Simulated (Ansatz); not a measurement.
Space group P4/mmm (No. 123). a = 2.795 Å, b = 2.795 Å, c = 4.039 Å, α = 90.00°, β = 90.00°, γ = 90.00°
```tsv
atom	site	symmetry	x	y	z
Ti	1a	4/mmm	0.0000	0.0000	0.0000
Al	1d	4/mmm	0.5000	0.5000	0.5000
```

Equation of state of this TiAl structure (not necessarily the ground state), with shape and atoms relaxed at each volume where symmetry leaves them free. It has no gap at any of these volumes. Level of theory: DFT PBEsol, scalar-relativistic, plane waves, PAW (Ansatz 0.2.0).

Cutoff 420 eV; k points 14×14×10 on the computed 2-atom cell (Γ-centred); Gaussian smearing, width 0.10 eV; no spin polarisation.

```tsv
V (Å³/atom)	E − E(largest V) (meV/atom)	P (GPa)
13.884	53.53	19.68
14.357	4.55	13.63
14.831	-27.75	8.40
15.304	-45.68	3.88
15.777	-51.18	-0.02
16.250	-45.96	-3.38
16.724	-31.50	-6.28
17.355	0.00	-9.54
```

Task: Fit a third-order Birch–Murnaghan equation to E(V).

Result: V0 = 15.77 Å³/atom, B0 = 121 GPa, B0' = 3.9.